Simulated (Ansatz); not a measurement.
MgO:
Space group P6₃/mmc (No. 194); a = b = 3.487 Å, c = 4.189 Å, α = β = 90.00°, γ = 120.00°

```
atom  site  symmetry       x       y       z
----  ----  --------  ------  ------  ------
Mg      2c      -6m2  0.3333  0.6667  0.2500
O       2d      -6m2  0.6667  0.3333  0.2500
```

Relaxed with r²SCAN.

Question: Give the optical modes at the zone centre with their infrared and Raman activity from DFPT, r²SCAN in the plane-wave PAW code Ansatz.

Answer: Transverse frequencies, without the LO–TO term; a row sums one degenerate level.

```
ω (cm⁻¹)  degeneracy  IR ((D/Å)²/amu)  Raman (Å⁴/amu)  activity  symmetry
--------  ----------  ---------------  --------------  --------  --------
300                2             0.00               0    silent       E2g
381                1            19.36               0        IR       A2u
417                1             0.00               0    silent       B1g
505                2            30.28               0        IR       E1u
513                2             0.00             5.1     Raman       E2g
552                1             0.00               0    silent       B1g
```

Question: How high does the top mode go among those that the LO–TO term moves?

Answer: 717 cm⁻¹ for q along x, 717 cm⁻¹ for q along y, 690 cm⁻¹ for q along z.

Space group P6_3/mmc. The workflow started from a Materials Project entry (that database holds measured and hypothetical structures alike); the Crystallography Open Database copy checked does not list it. It is not the phase usual at ambient conditions (space group No. 225). Symmetry was held in the r²SCAN relaxation; its stability against distortions is not shown here.

Potentials: the earlier of the program's two PAW sets. The files were generated under PBE; for other functionals the program regenerates the frozen cores, and for LDA and PBEsol the local potential too.
